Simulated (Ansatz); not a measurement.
Frames from the relaxation of a relaxed Cs2AgBiBr6 cell shaken by Gaussian noise of σ = 0.08 Å a coordinate, as extended XYZ (Å, eV, eV/Å, GPa with compression positive). Method: PBEsol (plane waves to 420 eV, PAW, scalar-relativistic; Ansatz, an electronic-structure program). Γ-centred k-mesh 4×4×3 on the run's cell (coarser than for final values), Fermi–Dirac smearing 0.05 eV.

```xyz
10
Lattice="-4.7336 6.7645 4.1193 4.7473 -6.7656 4.1370 4.7760 6.7954 -4.1211" Properties=species:S:1:pos:R:3:forces:R:3 pbc="T T T" step=3 free_energy=-47363.551 pressure=0.0 accepted=T
Ag     4.8150    -0.0179     3.0056    0.0488    0.0424    0.0537
Bi     0.1042     6.7665     1.6803    0.1132    0.0378    0.0682
Br     3.0398    -1.7474     4.5906   -0.0043   -0.0533    0.0081
Br     1.8656     8.5650     0.4140   -0.0247   -0.0217   -0.0274
Br     3.1119     1.7911     4.5481   -0.0364   -0.0007   -0.0124
Br     1.8198     5.0123     0.2868    0.0233    0.0010    0.0139
Br     4.6061    -0.1621     0.5115   -0.0361   -0.0040   -0.1272
Br    -0.1679    -0.0013     7.8252   -0.0608   -0.0159   -0.0027
Cs     4.8379     3.9620     2.1123   -0.0197    0.0049    0.0282
Cs     0.0519     2.8270     6.2255   -0.0034    0.0094   -0.0024
10
Lattice="-4.7354 6.7571 4.1168 4.7252 -6.7541 4.1000 4.8119 6.8079 -4.1118" Properties=species:S:1:pos:R:3:forces:R:3 pbc="T T T" step=5 free_energy=-47363.625 pressure=0.0 accepted=T
Ag     4.8618    -0.0046     2.9757    0.0694    0.0431   -0.0337
Bi     0.2279     6.7753     1.6768    0.2320    0.0215    0.1361
Br     3.1274    -1.7557     4.6087   -0.0262   -0.0647    0.0488
Br     1.9390     8.5884     0.3495   -0.0448   -0.0273   -0.0538
Br     3.1408     1.7681     4.5196   -0.0046    0.0132    0.0182
Br     1.9243     5.0146     0.2616   -0.0156    0.0210   -0.0288
Br     4.5506    -0.1554     0.4834   -0.0893   -0.0164   -0.0666
Br    -0.5792     0.0132     7.7783   -0.1646    0.0206   -0.0352
Cs     4.8519     4.0110     2.1359    0.0264   -0.0021    0.0047
Cs     0.0517     2.8261     6.2047    0.0174   -0.0090    0.0101
```

The path has 64 moves and ends in P-1 (No. 2) at a tolerance of 0.01 Å, P-3m1 (No. 164) at 0.1 Å, 0.25 eV/atom below its start. Free energies are of the whole cell and compare only within this code, potentials and settings.  No spin polarisation in the result.

The end of the path is a generated cell of Cs2AgBiBr6: the first start was made by a random draw of sites in a space group, and the end was not matched to a known phase here, so it may be hypothetical. Known forms of Cs2AgBiBr6 include space group No. 225.
